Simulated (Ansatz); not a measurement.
**Fields on a plane of BN (h-BN type, space group P6_3/mmc)**

```
BN
1.0
    2.50045     0.00000     0.00000
   -1.25023     2.16545     0.00000
    0.00000     0.00000     6.41121
B N
2 2
Direct
  0.33333   0.66667   0.25000
  0.66667   0.33333   0.75000
  0.33333   0.66667   0.75000
  0.66667   0.33333   0.25000
```

The slice is a (0001) plane (indices of the conventional cell) through the point (0.667, 0.333, 0.250) (fractional), spanned by u = [110] and v = [1 -1 0] in vectors of this cell: u (2.50 Å) and v (4.33 Å, at 90° to u). It covers one period; positions are fractions (u, v).

Atoms on it: B at (0.00, 0.67); B at (0.50, 0.17); N at (0.00, 0.00); N at (0.50, 0.50).

The numbers are results of PBEsol-D3(BJ) (plane waves to 420 eV, PAW, scalar-relativistic; Ansatz, a quantum-chemistry and plane-wave program), not measurements. k mesh 15×15×5. Near the nuclei the fields are pseudised (PAW); where an atom keeps semicore shells as valence, they peak there. BN was relaxed with its symmetry unable to fall.

```
|xxxxxxxxxx  ::----------::  xxxxxxxx|
|xxxxxxxx    ++++******++++    xxxxxx|
|xxxxxxxx  --**##%%%%%%##**--  xxxxxx|
|xxxx      ++##%%@@@@@@%%##++      xx|
|        --++##@@@@@@@@@@##++--      |
|        ..==##%%@@@@@@%%##==..      |
|xxxxxx    --++%%@@@@@@%%++--    xxxx|
|xxxxxxxx    ==**%%%%%%**==    xxxxxx|
|xxxxxxxxxx  ::++**##**++::  xxxxxxxx|
|xxxxxxxxxx  ..----------..  xxxxxxxx|
|xxxxxxxxxx                  xxxxxxxx|
|xxxxxxxxxx      xxxxxx      xxxxxxxx|
|xxxxxxxx    xxxxxxxxxxxxxx    xxxxxx|
|xxxxxx      xxxxxxxxxxxxxx      xxxx|
|xx        xxxxxxxxxxxxxxxxxx        |
|          xxxxxxxxxxxxxxxxxx        |
|------::  xxxxxxxxxxxxxxxxxx  ::----|
|****++++    xxxxxxxxxxxxxx    ++++**|
|%%%%##**--  xxxxxxxxxxxxxx  --**##%%|
|@@@@%%##++      xxxxxx      ++##%%@@|
|@@@@@@##++--              --++##@@@@|
|@@@@%%##==..              ..==##%%@@|
|@@@@%%++--    xxxxxxxxxx    --++%%@@|
|%%%%**==    xxxxxxxxxxxxxx    ==**%%|
|##**++::  xxxxxxxxxxxxxxxxxx  ::++**|
|------..  xxxxxxxxxxxxxxxxxx  ..----|
|          xxxxxxxxxxxxxxxxxx        |
|xxxx      xxxxxxxxxxxxxxxxxx      xx|
|xxxxxxxx    xxxxxxxxxxxxxx    xxxxxx|
|xxxxxxxx      xxxxxxxxxx      xxxxxx|
|xxxxxxxxxx        xx        xxxxxxxx|
|xxxxxxxxxx                  xxxxxxxx|
```
Scale: ten equal steps from -2.00 (start of ' ') to 6.24 (end of '@'), in the order ' .:-=+*#%@'. Values: electrostatic potential energy of an electron, from the cell's mean, in eV. The map has 18 points along u (two characters each, u = 0 at the left) and 32 along v (v = 0 in the bottom row). Points within 0.6 Å of a nucleus are blanked (x), as the pseudised field means little there. Values under -2 eV are set to -2. The zero, the cell's mean, hangs on the PAW cores.

```
|224466776644221100000011224466776644|
|777777665533110000000000113355667777|
|999988663322110000000000112233668899|
|998877442211000000000000001122447788|
|887755332211000000000000001122335577|
|665544221100000000000000000011224455|
|554433221100000000000000000011223344|
|333322221100000000000000000011222233|
|111122111111111100000011111111112211|
|000011222222222222222222222222221100|
|000022334444444433333344444444332200|
|001133445566666666666666666655443311|
|112233556677888888778888887766553322|
|222233556688999977667799998866553322|
|111122446688998844224488998866442211|
|111122335577886622002266887755332211|
|000011224466776644224466776644221100|
|000000113355667777777777665533110000|
|000000112233668899999988663322110000|
|000000001122447788998877442211000000|
|000000001122335577887755332211000000|
|000000000011224455665544221100000000|
|000000000011223344554433221100000000|
|000000000011222233333322221100000000|
|000011111111112211111122111111111100|
|222222222222221100000011222222222222|
|333344444444332200000022334444444433|
|666666666655443311001133445566666666|
|778888887766553322112233556677888888|
|667799998866553322222233556688999977|
|224488998866442211111122446688998844|
|002266887755332211111122335577886622|
```
Scale: ten equal steps from 0.000 (start of '0') to 0.112 (end of '9'), in the order '0123456789'. Values: density of the highest valence band (whole band, smooth part) in e/Å³. The map has 18 points along u (two characters each, u = 0 at the left) and 32 along v (v = 0 in the bottom row). 

- Density on the B–N line (1.44 Å) at its midpoint = 1.82 e/Å³
- ELF at that point = 0.9
- ELF maximum in the middle third of the B–N line = 0.93, 0.7 Å from B
- Element round which the density of the lowest conduction band (whole band as if filled, smooth part) is largest on this plane = N
